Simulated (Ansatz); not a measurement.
# GaN (P6_3mc), two-dimensional strain map

Computed with DFT r2SCAN, scalar-relativistic, plane waves, PAW (Ansatz 0.2.0). Settings: plane waves to 500 eV, k-mesh 12×12×6 (Γ-centred), Gaussian smearing 0.05 eV. No spin polarisation. Energies are free energies at this smearing, counted from the undisturbed cell; pressure is positive in compression.

Reference structure (relaxed at this level):

```yaml
crystal:
  lattice:
    - [3.18310, 0.00000, 0.00000]
    - [-1.59155, 2.75664, 0.00000]
    - [0.00000, 0.00000, 5.18360]
  atoms:
    - { symbol: Ga, position: [0.33333, 0.66667, 0.99911] }
    - { symbol: Ga, position: [0.66667, 0.33333, 0.49911] }
    - { symbol: N, position: [0.33333, 0.66667, 0.37589] }
    - { symbol: N, position: [0.66667, 0.33333, 0.87589] }
```

The cell is strained by p along both x and y and by q along z, fractional coordinates fixed. Points are written (p, q).

Energy above the undisturbed cell in meV/atom (a dash: not computed):

```
 p \ q  -0.030  -0.015  0.000  0.015  0.030
-0.030    62.6    45.5   37.0   36.2   42.0
-0.015    29.4    14.9    8.8   10.3   18.2
 0.000    16.0     3.8    0.0    3.5   13.4
 0.015    19.8     9.8    8.0   13.5   25.2
 0.030    38.5    30.6   30.7   37.9   51.3
```

Pressure in GPa:

```
 p \ q  -0.030  -0.015  0.000  0.015  0.030
-0.030    21.9    17.7   14.0   10.7    7.8
-0.015    13.7     9.8    6.4    3.4    0.8
 0.000     6.7     3.1    0.0   -2.8   -5.2
 0.015     0.7    -2.6   -5.4   -8.0  -10.2
 0.030    -4.3    -7.4  -10.0  -12.4  -14.4
```

Gap on the k-mesh in eV:

```
 p \ q  -0.030  -0.015  0.000  0.015  0.030
-0.030    2.99    2.83   2.66   2.49   2.30
-0.015    2.80    2.67   2.51   2.35   2.19
 0.000    2.57    2.48   2.35   2.20   2.05
 0.015    2.34    2.26   2.16   2.04   1.90
 0.030    2.12    2.03   1.94   1.85   1.73
```